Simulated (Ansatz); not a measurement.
Input file for Ansatz (a first-principles code):

Ansatz 0.2 input:
```yaml
crystal:
  lattice:
    - [4.9782755364, 0.0, 0.0]
    - [-2.4891377682, 4.3113130816, 0.0]
    - [0.0, 0.0, 2.8675681222]
  atoms:
    - { symbol: Ti, position: [0.6666666667, 0.3333333333, 0.5] }
    - { symbol: Ti, position: [0.3333333333, 0.6666666667, 0.5] }
    - { symbol: Ti, position: [0.0, 0.0, 0.0] }
    - { symbol: O, position: [0.6056889455, 0.6056889455, 0.0] }
    - { symbol: O, position: [0.0, 0.3943110545, 0.0] }
    - { symbol: O, position: [0.3943110545, 0.0, 0.0] }
kpoints:
  mp_grid: { grid: [10, 10, 14] }
hamiltonian:
  xc: r2scan
  pseudopotentials: { kind: paw }
scf:
  occupations: { method: gaussian, width: 0.05 }
checkpoint: { read: metal.run }
output: { write_density: true, elf: true, volumetric_format: npy }
basis: { fft_grid_basis: typed }
```

Output (shortened):

```
Pseudopotential: Ti, paw, valence charge 12
Pseudopotential: O, paw, valence charge 6
Functional definition: r2SCAN
Crystal: 6 atoms, lattice volume = 61.546 Å³
Basis set: ecut = 500 eV, 1565 PW (Γ), exchange–correlation on 160×160×96 points (64 copies of the dense FFT grid, shifted against one another)
Bands: 39, of which v1, the nominal top of the filled ones, is band 27 counted from 1 (26 counted from 0)
Symmetry: 12 space group operations
Space group: P-62m (ITA 189), of the structure as read, at distance tolerance 3.9e-5 Å
k-points: 112 of 1400 (time reversal used)
Stability of the state it starts from, as read at its close in the unpolarized treatment …
iter 1 solved again at ethr=5.35e-9 eV; its pass at ethr=3.10e-3 eV (dr2=2.89e-6 eV) is discarded
SCF iter   1: F=—  HF=-9227.936265 eV  |F-HF|=—  |Δ(HF+E_count)|=         —  Δρ=3.02e-7  dr2=4.32e-11  dr2_τ=5.17e-12  ethr=5.35e-9  ⟨swp⟩=3.1  Hψ=26625  notcnv=0
preconditioner: auto → Kerker (q_TF=auto, 2.669 Å⁻¹)
SCF iter   2: F=-9227.936265 eV  HF=-9227.936265 eV  |F-HF|=1.82e-11  |Δ(HF+E_count)|=   4.49e-9  Δρ=1.95e-7  dr2=2.33e-11  dr2_τ=5.30e-12  ethr=1.00e-12  ⟨swp⟩=5.0  Hψ=11838  notcnv=0
SCF 1 converged in 2 iterations: F = -9227.936265 eV  dr2 = 2.33e-11
SCF converged after 2 iterations
Free energy (F): -9227.936265 eV
Harris-Foulkes:  -9227.936265 eV  (|F-HF|=1.82e-11)
Internal energy: -9227.935308 eV  (E = F + TS)
E sigma→0 (E₀):  -9227.935786 eV
Entropy (-TS):   -0.000956 eV (-0.159 meV/atom)
Fermi energy:    16.232070 eV
--- Per-component energies (eV) ---
  E_band       = -412.693525
  E_kinetic    = 1358.613061
  E_local      = -2990.101186  (includes V_loc(G=0)·N_el)
  E_nonlocal   = 162.687347
  E_hartree    = 1190.992654
  E_xc         = -504.133225
  E_vxc        = -721.876997  (∫ρ·V_xc dr)
  E_paw        = -3650.633867  (= ΣΔE_a)
  E_vpaw       = -651.286414  (= ΣTr[D̂ρ^β])
  E_aug_tail   = 0.003273  (compensation charges beyond the density's cutoff)
  E_vtau       = 47.282258  (kinetic-family band-sum trace: ∫τ·v_τ [+ j·A + Jᵃ·Aᵃ] dr)
  E_ewald      = -4794.507171
  E_core_change = -0.856194  (= ΣΔE_core)
  E_smearing   = -0.000956  (= −TS)
  E_closure    = 0.000000  (closes the sum)
  Σ components = -9227.936265   (vs F -9227.936265, Δ=0.00e0)
  [band-id]    e_kinetic+e_local+e_nonlocal+2·e_hartree+e_vxc+e_vpaw+e_augmentation_tail+e_vtau = -412.693351   (vs E_band -412.693525, Δ=1.74e-4)
--- Band table (eV; the first three rows and the last of 112) ---
  k-point 0: bands = ["-44.5484", "-44.4664", "-44.0178", "-19.9786", "-19.9786", "-19.6746", "-19.6746", "-19.6279", "-19.5347", "-19.3598", "-19.3598", "-18.8044", "-7.2780", "-5.7327", "-5.7327", "6.4963", "8.1381", "8.1381", "9.1183", "9.1183", "9.2614", …
  k-point 1: bands = ["-44.5454", "-44.4638", "-44.0155", "-19.9710", "-19.9710", "-19.6690", "-19.6690", "-19.6602", "-19.5586", "-19.3604", "-19.3604", "-18.8258", "-7.2245", "-5.7441", "-5.7441", "6.5848", "8.1021", "8.1021", "9.0769", "9.0769", "9.2915", …
  k-point 2: bands = ["-44.5371", "-44.4565", "-44.0089", "-19.9498", "-19.9498", "-19.7499", "-19.6528", "-19.6528", "-19.6254", "-19.3627", "-19.3627", "-18.8854", "-7.0741", "-5.7767", "-5.7767", "6.8354", "7.9976", "7.9976", "8.9639", "8.9639", "9.2021", …
  k-point 111: bands = ["-44.4560", "-44.4465", "-43.9703", "-20.1706", "-20.1314", "-19.8728", "-19.6999", "-19.6559", "-19.4932", "-19.3855", "-19.3769", "-19.2081", "-6.1635", "-5.9450", "-5.9373", "7.3251", "7.5144", "7.7168", "7.7446", "8.0663", …
```

Cost: about 22 core-seconds (a rough figure) on shared cores.

The first step of the workflow began from a Materials Project structure, measured or hypothetical; the Crystallography Open Database copy checked does not list it. COD files the formula under space group No. 12, 225, so this cell is another polymorph or a model. Whether it is the stable phase at ambient conditions was not checked. The r²SCAN relaxation kept the symmetry of its start; of distortions, only those at the zone centre were tested. No spin polarisation was allowed. Without spin polarisation and U, an open-shell compound can come out a false metal.

Potentials: the later of the program's two PAW sets.

Ansatz is a plane-wave DFT program.
